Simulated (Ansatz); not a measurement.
# Convergence notes, G0W0 on GaAs (F-43m)

A 2-atom cell of GaAs (F-43m) from a materials database, relaxed with r2SCAN; one-shot G0W0 in Ansatz without spin-orbit coupling. Spin-unpolarised throughout; all numbers are computed.

Space group F-43m (No. 216). a = 5.666 Å, b = 5.666 Å, c = 5.666 Å, α = 90.00°, β = 90.00°, γ = 90.00°
```tsv
atom	site	symmetry	x	y	z
Ga	4a	-43m	0.0000	0.0000	0.0000
As	4d	-43m	0.2500	0.2500	0.7500
```

Gaps are read over the mesh points alone. G0W0 here is at a finite number of bands, screening cutoff and k mesh, not at the basis limit.

| start | potentials | frequency model | mesh | empty bands | screening cutoff (eV) | Kohn-Sham gap (eV) | G0W0 gap (eV) |
| --- | --- | --- | --- | --- | --- | --- | --- |
| PBE | PAW | contour deformation | 6×6×6 | 135 | 120 | 0.46 | 1.21 |
| PBE | PAW | contour deformation | 6×6×6 | 336 | 220 | 0.46 | 1.06 |
| PBE | PAW | contour deformation | 6×6×6 | 619 | 300 | 0.46 | 1.01 |
| HSE06 | PAW | contour deformation | 6×6×6 | 336 | 220 | 1.36 | 1.56 |
| r2SCAN | PAW | contour deformation | 6×6×6 | 336 | 220 | 0.96 | 1.35 |
| PBE0 | PAW | contour deformation | 6×6×6 | 336 | 220 | 1.95 | 1.72 |
| PBE | PAW | Godby-Needs pole | 6×6×6 | 336 | 220 | 0.46 | 1.20 |
| PBE | PAW | contour deformation | 8×8×8 | 73 | 80 | 0.47 | 1.29 |
| PBE | norm-conserving | contour deformation | 6×6×6 | 336 | 220 | 0.46 | 1.14 |

G0W0 moves the gap on the mesh from 0.46 eV (PBE) to 1.01 eV (direct at Γ). Renormalisation factors Z lie between 0.72 and 0.77.

Raising bands and cutoff together moves the gap by -0.15 eV (120 to 220 eV), then -0.05 eV (220 to 300 eV); the last step is still large, so the basis limit isn't reached. Starting from HSE06 (1.36 eV against PBE's 0.46 eV) gives 1.56 eV, +0.50 eV from G0W0@PBE at the same screening cutoff. Starting from r2SCAN (0.96 eV against PBE's 0.46 eV) gives 1.35 eV, +0.29 eV from G0W0@PBE at the same screening cutoff. Starting from PBE0 (1.95 eV against PBE's 0.46 eV) gives 1.72 eV, +0.66 eV from G0W0@PBE at the same screening cutoff. The Godby-Needs plasmon pole differs from contour deformation by +0.14 eV. Norm-conserving potentials (wave cutoff 1143 eV against 420 eV) shift the quasiparticle gap by +0.08 eV and the PBE gap by 0.00 eV. On these meshes the dielectric constant comes out too large, which adds an error that these runs don't bound. r2SCAN runs take a wave cutoff of 500 eV.

The program warns that the k mesh is coarse for exact exchange in some of these runs, so their gaps aren't converged.

With a shallow d shell on the cation, G0W0 converges slowly in bands and cutoff, so these values are in doubt.
